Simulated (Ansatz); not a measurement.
A: La (dhcp type, space group P6_3/mmc), a = b = 3.786 Å, c = 12.033 Å, α = β = 90.00°, γ = 120.00°
B: Te (trigonal-Te type, space group P3_121), a = b = 4.6241 Å, c = 5.9034 Å, α = β = 90.00°, γ = 120.00°
C: MgH2 (rutile), a = 4.4844 Å, b = 4.4844 Å, c = 2.9967 Å, α = 90.00°, β = 90.00°, γ = 90.00°

Scan: energy against volume (even scaling of the relaxed cell, symmetry kept). One method and one kind of scan serve all of them; meshes and ranges differ. All were relaxed with their symmetry unable to fall. La is run without spin polarisation. Spin-orbit coupling is left out.

Q: Put the candidates in order of bulk modulus at fixed cell shape (fitted), lowest first, for r2SCAN (plane waves to 500 eV, PAW, scalar-relativistic; Ansatz, an electronic-structure program).

A: B (19.8 GPa), A (23.3 GPa), C (54.0 GPa)

(Under strain, the slope of the energy per volume gives the stress and its curvature an elastic modulus.)
